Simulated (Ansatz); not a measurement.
Input file for Ansatz (a program for electronic structure):

Ansatz 0.2 input:
```yaml
crystal:
  lattice:
    - [1.6552314336, 0.9556483138, 8.5887337841]
    - [-1.6552314336, 0.9556483138, 8.5887337841]
    - [0.0, -1.9112966275, 8.5887337841]
  atoms:
    - { symbol: In, position: [0.9969275515, 0.9969275515, 0.9969275515] }
    - { symbol: Ga, position: [0.2128915274, 0.2128915274, 0.2128915274] }
    - { symbol: Zn, position: [0.7812539272, 0.7812539272, 0.7812539272] }
    - { symbol: O, position: [0.1365187934, 0.1365187934, 0.1365187934] }
    - { symbol: O, position: [0.8789738452, 0.8789738452, 0.8789738452] }
    - { symbol: O, position: [0.2886320495, 0.2886320495, 0.2886320495] }
    - { symbol: O, position: [0.7048023057, 0.7048023057, 0.7048023057] }
kpoints:
  mp_grid: { grid: [10, 10, 10] }
hamiltonian:
  xc: r2scan
  pseudopotentials: { kind: paw }
scf:
  occupations: { method: fixed }
checkpoint: { read: static.run }
output: { bader: true, populations: true }
```

Output (shortened):

```
basis.fft_grid_basis auto: the FFT boxes are laid along the combinations [[1, 0, -1], [0, 1, -1], [0, 0, 1]] of the cell's own vectors, 3.310, 3.310 and 8.799 …
Pseudopotentials: kind: paw
Pseudopotential: In, paw, valence charge 13
Pseudopotential: Ga, paw, valence charge 13
Pseudopotential: Zn, paw, valence charge 12
Pseudopotential: O, paw, valence charge 6
Functional definition: r2SCAN
Crystal: 7 atoms, lattice volume = 81.515 Å³
Basis set: ecut = 500 eV, 2029 PW (Γ), FFT grids on a1−a3, a2−a3, a3, exchange–correlation on 100×100×288 points (64 copies of the dense FFT grid, shifted against one another)
Bands: 38, of which v1, the nominal top of the filled ones, is band 31 counted from 1 (30 counted from 0)
Symmetry: 6 space group operations
Space group: R3m (ITA 160), of the structure as read, at distance tolerance 4.3e-5 Å
k-points: 116 of 1000 (time reversal used)
PAW frozen core: In, regenerated for the run's functional
PAW frozen core: Ga, regenerated for the run's functional
PAW frozen core: Zn, regenerated for the run's functional
PAW frozen core: O, regenerated for the run's functional
Initial density: read from a saved state, or passed on in memory by an earlier SCF of this step, an earlier step, the calling program or the single point that …
Stability of the state it starts from, as read at its close in the unpolarized treatment …
Initial wavefunctions: pseudopotential atomic-orbital guess
Eigensolver: davidson
Functional: x = r2scan, c = r2scan; τ floored in thin density (d = 2e-4 eV/Å³)
iter 1 solved again at ethr=5.26e-8 eV; its pass at ethr=3.10e-3 eV (dr2=3.26e-5 eV) is discarded
SCF iter   1: F=—  HF=-15004.839947 eV  |F-HF|=—  |Δ(HF+E_count)|=         —  Δρ=8.51e-7  dr2=6.38e-10  dr2_τ=3.04e-11  ethr=5.26e-8  ⟨swp⟩=3.0  Hψ=26760  notcnv=0  defer=580
all-band conjugate gradients solve this SCF's bands
preconditioner: auto → Resta (q_TF=auto, 2.607 Å⁻¹)
SCF iter   2: F=-15004.839947 eV  HF=-15004.839947 eV  |F-HF|=2.80e-10  |Δ(HF+E_count)|=   3.69e-8  Δρ=6.92e-7  dr2=3.14e-10  dr2_τ=5.30e-11  ethr=1.03e-12  ⟨swp⟩=9.5  Hψ=21728  notcnv=0
SCF 1 converged in 2 iterations: F = -15004.839947 eV  dr2 = 3.14e-10
SCF converged after 2 iterations
Free energy (F): -15004.839947 eV
Harris-Foulkes:  -15004.839947 eV  (|F-HF|=2.80e-10)
Internal energy: -15004.839947 eV  (E = F + TS)
E sigma→0 (E₀):  -15004.839947 eV
Fermi energy:    8.149537 eV
--- Per-component energies (eV) ---
  E_band       = -13.954048
  E_kinetic    = 1198.295192
  E_local      = -5843.022183  (includes V_loc(G=0)·N_el)
  E_nonlocal   = 1623.168219
  E_hartree    = 2468.716217
  E_xc         = -676.644656
  E_vxc        = -636.151141  (∫ρ·V_xc dr)
  E_paw        = -8701.216558  (= ΣΔE_a)
  E_vpaw       = -1333.162659  (= ΣTr[D̂ρ^β])
  E_aug_tail   = 0.004036  (compensation charges beyond the density's cutoff)
  E_vtau       = 39.482206  (kinetic-family band-sum trace: ∫τ·v_τ [+ j·A + Jᵃ·Aᵃ] dr)
  E_ewald      = -5074.142308
  E_core_change = 0.002094  (= ΣΔE_core)
  E_smearing   =  0.000000  (= −TS)
  E_closure    =  0.000000  (closes the sum)
  Σ components = -15004.839947   (vs F -15004.839947, Δ=0.00e0)
  [band-id]    e_kinetic+e_local+e_nonlocal+2·e_hartree+e_vxc+e_vpaw+e_augmentation_tail+e_vtau = -13.953896   (vs E_band -13.954048, Δ=1.52e-4)
--- Band table (eV; the first three rows and the last of 116) ---
  k-point 0: bands = ["-11.6711", "-10.7120", "-10.1068", "-9.6794", "-5.6862", "-5.6862", "-5.2361", "-5.2361", "-5.0200", "-5.0000", "-5.0000", "-4.6869", "-4.6267", "-4.6267", "2.9300", "2.9802", "2.9939", "2.9939", "4.1301", "4.1301", "4.4963", "5.5372", "5.5372", "5.8613", "6.6464", "6.6464", "7.2811", "7.2811", "7.5524", "8.1495", "8.1495", "9.9161", "13.1022", "13.7445", "14.6235", "19.2371", "19.2371", "19.5106"]
  k-point 1: bands = ["-11.6092", "-10.6586", "-10.0840", "-9.7223", "-5.6679", "-5.6625", "-5.2468", "-5.2367", "-5.0541", "-4.9676", "-4.9002", "-4.6831", "-4.6308", "-4.5906", "2.8712", "2.9737", "3.0325", "3.0365", "3.9543", "4.1247", "4.3517", "5.4002", "5.4230", "5.7983", "6.4807", "6.5306", "7.0715", "7.2912", "7.4838", "7.9102", "8.0652", "10.5818", "13.2731", "13.9709", "15.0113", "18.6855", "19.3586", "19.5229"]
  k-point 2: bands = ["-11.4419", "-10.5204", "-10.0345", "-9.8158", "-5.6062", "-5.5991", "-5.2729", "-5.2393", "-5.0376", "-4.8921", "-4.8127", "-4.6912", "-4.6288", "-4.4155", "2.5248", "2.9374", "3.1335", "3.1980", "3.5944", "4.1142", "4.1389", "4.9738", "5.0697", "5.5631", "6.1371", "6.2312", "6.7460", "7.2950", "7.3370", "7.6555", "7.8514", "11.8629", "13.6861", "14.4669", "15.9133", "17.8904", "18.6056", "20.0067"]
  k-point 115: bands = ["-11.6514", "-10.7850", "-10.0479", "-9.6778", "-5.6862", "-5.6862", "-5.2362", "-5.2362", "-5.0657", "-5.0000", "-5.0000", "-4.6494", "-4.6267", "-4.6267", "2.6114", "2.9942", "2.9942", "3.4363", "4.1334", "4.1334", "4.3267", "5.5146", "5.5146", "6.3272", "6.6938", "6.6938", "6.7645", "7.2549", "7.2549", "8.1471", "8.1471", "11.2577", "11.5683", "14.0922", "14.8939", "19.2467", "19.2467", "19.2521"]
  band table: 38 of 38 bands, residual norms ≤ 1.0e-3 eV
--- Löwdin populations: 7 sites ---
  site symbol       q [e]
     0     In     11.7648
     1     Ga     11.9669
     2     Zn     10.4884
     3      O      7.0916
     4      O      6.7245
     5      O      6.7651
     6      O      6.9040
  spilling = 0.004753 (of n_electrons = 62.000000)
--- Bader charges: 7 sites ---
  site symbol  charge [e]  shift [e]
     0     In      1.9606     0.0013
     1     Ga      1.9768     0.0130
     2     Zn      1.3148     0.0116
     3      O     -1.3009     0.0108
     4      O     -1.3423     0.0084
     5      O     -1.3107     0.0029
     6      O     -1.2982     0.0037
  shift: an alarm, by how much a part of what the PAW files miss would move the charge. Where it is large, compare
  with a run on PAW files of another source; a small one proves nothing
  estimated error of the sums over rays = 5.1e-4 e
```

Cost: around 3 core-minutes (rough) on shared cores.

The cell was relaxed with r²SCAN under the symmetry of its start. Spin–orbit coupling is left out wherever it is not named.

Potentials: the later of the program's two PAW sets.

Ansatz is a plane-wave DFT program.
